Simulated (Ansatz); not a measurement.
Candidates compared on computed values. An insulator between metal lines should have a low permittivity, for speed and power, yet be stiff enough to survive polishing and packaging.

The reference row is α-quartz SiO2. Parallel walls 14 nm apart; fringing fields ignored.

Levels of theory (Ansatz, a plane-wave PAW program): ε₀, ε∞: r²SCAN, linear response, mean over directions (which differ by under 30 %); Young's modulus: r²SCAN, elastic tensor, Hill average; density: r²SCAN, relaxed cell; gap: r²SCAN.

Spin–orbit coupling is left out unless named; in separate runs it moves the gap by KBr −0.16 eV (r²SCAN).

Definitions used: C/A = 8.854 ε₀/spacing in nm, in fF/μm²; delay and switching energy scale with C; ionic share = (ε₀ − ε∞)/ε₀.

```csv
crystal,ε₀ (static),ε∞,Young's modulus (GPa),density (g/cm³),E_g (eV),capacitance (fF/μm²),RC delay (relative),ionic share (%)
KF (rock salt),5.44,1.94,46.4,2.57,6.91,3.440,1.22,64
KBr (rock salt),4.81,2.44,22.0,2.74,5.07,3.042,1.08,49
NaF (rock salt),4.66,1.82,87.3,2.88,7.28,4.273,1.51,61
"α-quartz SiO2, reference",4.47,2.38,95.7,2.64,6.60,2.827,1.00,47
KCl (rock salt),4.73,2.25,26.5,1.99,5.83,2.991,1.06,52
α-cristobalite SiO2,3.92,2.20,65.1,2.32,6.34,2.479,0.88,44
```

Question: In one row the value of «capacitance (fF/μm²)» was worked out wrongly and carried along the row. Which row, and what follows once it is corrected?

Answer: The row of NaF shows 4.273. From its own inputs, C/A = 8.854 × 4.66/14 = 2.947 fF/μm². Carried on: relative RC delay: 2.947/2.827 = 1.04. The other rows agree with the rules.

With the correction: By relative RC delay (lowest first): α-cristobalite SiO2 (0.88 ± 0.070), α-quartz SiO2 (1.00 ± 0.080) ≈ NaF (1.04 ± 0.083) ≈ KCl (1.06 ± 0.085) ≈ KBr (1.08 ± 0.086), KF (1.22 ± 0.097). The ± follows from allowances picked for this note (ε₀ 8 %), carried to first order and added in quadrature, each row's own inputs moving alone; ≈ joins neighbours closer than their two ± added in quadrature. On this figure 1 of 5 candidates do clearly better than the reference.

Moisture uptake, copper diffusion and film growth decide in practice and are not computed. Semilocal gaps as a rule run well under measured ones, by shares that differ from crystal to crystal. Crystals of Pb, Bi, Tl or Hg, those whose gap spin–orbit coupling moves by over 0.3 eV, and those of Te, I or Sb with no such test at hand were not drawn. Where several phases of a formula are at hand, those over 0.1 eV/atom above the lowest were not drawn (by r²SCAN where it compared them, else by the largest value; a layered or molecular lowest phase counts only with a dispersion term); other phases could lie lower still. The rows are a sample of insulators with ε₀ under 5.5, picked without regard to agreement with measurement. Limits of the draw: gap over 3 eV, ε₀ under 5.5; for ε, a gap over 0.5 eV at its level, values under 300, no layered crystals; for moduli and speeds, an anisotropy index under 2.5, no layered crystals; no unfamiliar magnets, and cubic perovskites only if shown or known to be stable. As a rule kept out of such tables: 4f compounds, open-shell compounds run without a Hubbard term, cells found unstable in the tests at hand, cells close to a higher symmetry, and runs set to a pressure or over 12 % in volume from the crystal's fullest run.
